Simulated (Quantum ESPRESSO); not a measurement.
Simulation results for ZnGa$_{2}$F$_{8}$ (made-up cell, one site empty)

All values are calculated (Quantum ESPRESSO 7.5). Calculation on a made-up crystal cell, not a measurement: periodic Kohn-Sham density functional theory in plane waves with PseudoDojo standard norm-conserving scalar-relativistic pseudopotentials, each functional with its own files (v0.5 for PBE, v0.4.1 for LDA and PBEsol), no spin polarisation, no spin-orbit coupling, atoms not relaxed, stress positive in tension, energies less a fixed whole-eV offset for each atom's element; levels are Kohn-Sham levels at fractions of this cell's reciprocal vectors, counted from the reference band (half the neutral cell's valence electrons, rounded up) at Gamma; error bars cover cutoff and k-mesh only, not smearing or the files; each bar is the largest change over components, and at least 0.002 eV, 0.002 eV per angstrom or 0.02 GPa; added strain carries the atoms with the cell, and shear is the tensor component; no dispersion term; energies are for the whole cell, and the offsets were chosen from early runs and are not element reference energies.

```json
{"formula": "ZnGa2F8", "kind": "made-up cell, one site empty", "unstrained_structure": {"cell_angstrom": [[4.8128, 0.0, 0.0], [0.0, 4.8128, 0.0], [0.0, 0.0, 6.3609]], "atoms_fractional": [["Zn", 0.01752, -0.00731, -0.01564], ["Ga", 0.50613, 0.50384, 0.24517], ["Ga", 0.00025, -0.00972, 0.50255], ["F", 0.30568, 0.30535, -0.00439], ["F", 0.6922, 0.70153, -0.00157], ["F", 0.80841, 0.20676, 0.24635], ["F", 0.19342, 0.79355, 0.24231], ["F", 0.30903, 0.306, 0.50513], ["F", 0.6769, 0.7031, 0.50336], ["F", 0.80099, 0.2047, 0.74791], ["F", 0.17778, 0.80824, 0.74854]]}, "given": {"lattice_type": "rutile, doubled along c", "empty_site": 4, "functional": "pbe", "cutoff [eV]": 1143, "fermi_dirac_smearing [eV]": 0.025, "scf_tolerance [eV]": 1e-07, "electrons_removed": 0, "added_strain_kind": "biaxial xx and yy", "added_strain": 0.0187, "k_mesh": "5 x 5 x 4, shifted by half a step", "structure_shown": "before the added strain of 0.0187", "atom_site": [1, 2, 3, 5, 6, 7, 8, 9, 10, 11, 12], "atom_energy_offset [eV]": [-5687, -2080, -2080, -677, -677, -677, -677, -677, -677, -677, -677]}, "results": {"stress_xz [GPa]": null, "pressure [GPa]": null, "stress_zz [GPa]": null}}
```

**Q.** Give the missing stress xz for ZnGa$_{2}$F$_{8}$ (made-up cell, one site empty).
**A.** -0.1183 GPa

**Q.** Give the missing pressure for ZnGa$_{2}$F$_{8}$ (made-up cell, one site empty).
**A.** -13.11 GPa

**Q.** Give the missing stress zz for ZnGa$_{2}$F$_{8}$ (made-up cell, one site empty).
**A.** 16.98 GPa

**Q.** Give the table of forces values for ZnGa$_{2}$F$_{8}$ (made-up cell, one site empty).
**A.** 
Forces:
```csv
site,x (eV/Å),y (eV/Å),z (eV/Å)
1,-0.6765,0.7434,-0.5086
2,-0.01405,-0.2967,-0.9393
3,-0.4097,0.7501,2.102
5,0.3826,0.3243,2.073
6,-0.3428,-0.3624,2.115
7,0.007312,-0.1459,0.8603
8,-0.05146,0.1077,1.128
9,-0.5628,-0.6098,-1.827
10,0.757,0.4776,-1.753
11,1.318,-1.392,-1.354
12,-0.408,0.4041,-1.898
```

Further results for ZnGa$_{2}$F$_{8}$ (made-up cell, one site empty):

| Quantity | Value |
| --- | --- |
| free energy less offsets | 39.61 eV |
| scf iterations | 12 |
| smearing term minus ts | 0 eV |
| stress xx | 11.05 GPa |
| stress yy | 11.3 GPa |
| stress yz | -0.3366 GPa |
| stress xy | 3.656 GPa |
| reference band | 51 |
| error bar energy | 0.003448 eV |
| error bar stress | 0.02 GPa |
| error bar force | 0.002 eV/Å |
| error bar next band up | 0.002 eV |
| error bars from | tighter rerun of a related cell |

Levels:
```csv
level k point,next band up (eV)
Gamma,2.032
"(1/2,1/2,1/2)",3.741
"(0.15,0,0)",2.267
"(0,0.15,0)",2.263
"(0,0,0.15)",2.174
```
